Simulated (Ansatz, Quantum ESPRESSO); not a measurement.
This is a calculation of ZnRe for Ansatz 0.2.0. Atoms were shifted at random by some hundredths of an Å from the given cell, which wasn't relaxed again for these runs. The cell comes from a database or a generator and needn't be the stable form of this composition.

input.yaml

```yaml
crystal:
  lattice:
    - [2.7482183437, 0.0, 0.0]
    - [-1.3741091718, 2.3800269008, 0.0]
    - [0.0, 0.0, 4.494066]
  atoms:
    - { symbol: Re, position: [0.322706, 0.659681, 0.512311] }
    - { symbol: Zn, position: [0.016586, 0.001892, -0.009162] }
hamiltonian:
  xc: pbe
  pseudopotentials: { kind: paw }
kpoints:
  mp_grid: { grid: [11, 11, 6] }
scf:
  occupations: { method: fermi_dirac, width: 0.05 }
output:
  forces: true
  stress: true
  eigenvalues: true
```

Potentials or basis: Ansatz PAW.

Command:

```console
$ ansatz run input.yaml --threads 2 --pin off --max-ram 5120MiB --backend cpu --events-out ev --progress --plain --runs-dir out
```

**Question.** What does the same run look like in Quantum ESPRESSO 7.5? Potentials or basis there: SSSP 1.3 efficiency PBE, cutoff 748 eV.

**Answer.** As run (cutoffs and basis follow the program's own potentials, and thresholds, step limits or extra output files can differ):

pw.in

```
&CONTROL
  calculation = 'scf'
  prefix = 'pwscf'
  outdir = './tmp'
  pseudo_dir = './pseudo'
  tprnfor = .true.
  tstress = .true.
  disk_io = 'nowf'
/
&SYSTEM
  ibrav = 0
  nat = 2
  ntyp = 2
  ecutwfc = 55
  ecutrho = 440
  nbnd = 25
  occupations = 'smearing'
  smearing = 'fd'
  degauss = 0.00367493
/
&ELECTRONS
  conv_thr = 4d-10
  electron_maxstep = 120
  mixing_beta = 0.5
/
ATOMIC_SPECIES
Re   186.2070 Re_pbe_v1.2.uspp.F.UPF
Zn    65.3800 Zn_pbe_v1.uspp.F.UPF
CELL_PARAMETERS angstrom
   2.7482183437    0.0000000000    0.0000000000
  -1.3741091718    2.3800269008    0.0000000000
   0.0000000000    0.0000000000    4.4940660000
ATOMIC_POSITIONS crystal
Re     0.3227060000    0.6596810000    0.5123110000
Zn     0.0165860000    0.0018920000   -0.0091620000
K_POINTS automatic
11 11 6 0 0 0
```

Potentials or basis: SSSP 1.3 efficiency PBE.

The run is started by

```bash
$ OMP_NUM_THREADS=1 pw.x -in pw.in > pw.out
```

Both were run:

|  | Ansatz | Quantum ESPRESSO |
| --- | --- | --- |
| Pressure | -0.5 GPa | -0.6 GPa |
| Largest force | 0.935 eV/Å | 0.941 eV/Å |
| Energy over the undisturbed cell | 24.1 meV/atom | 24.2 meV/atom |

Ansatz's pressure holds a Pulay term of +0.15 GPa for its cutoff of 420 eV, which the other run lacks.

The potentials hold 27 and 35 valence electrons a cell.

Where Ansatz's input types no cutoff or centring, it takes its own default and a Γ-centred mesh.

Pressure is positive in compression.
